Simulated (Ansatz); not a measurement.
HfS₂:
```yaml
crystal:
  lattice:
    - [3.60602, 0.00000, 0.00000]
    - [-1.80301, 3.12290, 0.00000]
    - [0.00000, 0.00000, 5.76772]
  atoms:
    - { symbol: Hf, position: [0.00000, 0.00000, 0.00000] }
    - { symbol: S, position: [0.66667, 0.33333, 0.74754] }
    - { symbol: S, position: [0.33333, 0.66667, 0.25246] }
```

Relaxed with PBE+D3(BJ).

Problem. Tabulate the valence density and the electron localisation function along the shortest Hf–S contact (2.54 Å), PBE+D3(BJ) in the plane-wave PAW code Ansatz.

Solution. 

```tsv
distance from Hf (Å)	density (e/Å³)	ELF
0.25	26.88	0.82
0.38	19.01	0.85
0.51	11.72	0.85
0.64	6.35	0.80
0.76	3.09	0.67
0.89	1.44	0.45
1.02	0.74	0.27
1.14	0.50	0.24
1.27	0.47	0.39
1.40	0.53	0.65
1.52	0.66	0.80
1.65	0.85	0.85
1.78	1.05	0.85
1.91	1.19	0.80
2.03	1.16	0.64
2.16	0.90	0.34
2.29	0.49	0.07
```

The density is the valence pseudo-density with augmentation charge, so density and ELF within about 1 Å of a nucleus are not all-electron values.

Space group P-3m1 (CdI2 type). The PBE+D3(BJ) relaxation kept the symmetry of its start; phonons on a q-mesh show no instability. No spin polarisation was allowed. Scalar-relativistic: spin–orbit coupling is off unless named, which matters more the heavier the elements.

Potentials: the later of the program's two PAW sets.
